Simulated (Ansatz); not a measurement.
Data:

AlGaN2:
```xyz
8
Lattice="3.1441 0.0000 0.0000 -1.5721 2.7229 0.0000 0.0000 0.0000 10.1775" Properties=species:S:1:pos:R:3 pbc="T T T"
Ga     0.0000     1.8153     0.0412
N      0.0000     1.8153     1.9980
Ga     1.5721     0.9076     2.6483
N      1.5721     0.9076     4.6124
Al     0.0000     1.8153     5.1881
N      0.0000     1.8153     7.0827
Al     1.5721     0.9076     7.6667
N      1.5721     0.9076     9.5605
```

This is the r²SCAN-relaxed structure. Tensor components refer to the Cartesian frame of this cell.

Problem. All from the program Ansatz at the r²SCAN level (PAW), unless another level is named. Estimate the bulk modulus (Birch–Murnaghan fit).

Solution. 204 GPa.

Problem. Give the elastic constants (relaxed ions, GPa).

Solution. C11 = 384, C12 = 135, C13 = 99.2, C14 = -0.1, C33 = 399, C44 = 108.

Space group P3m1. The start of the workflow was typed in or built on a structure type; the Crystallography Open Database copy checked does not list it. Its standing as an ambient phase is unchecked. The cell was relaxed with r²SCAN under the symmetry of its start; its stability against distortions is not shown here.

Potentials: the earlier of the program's two PAW sets.
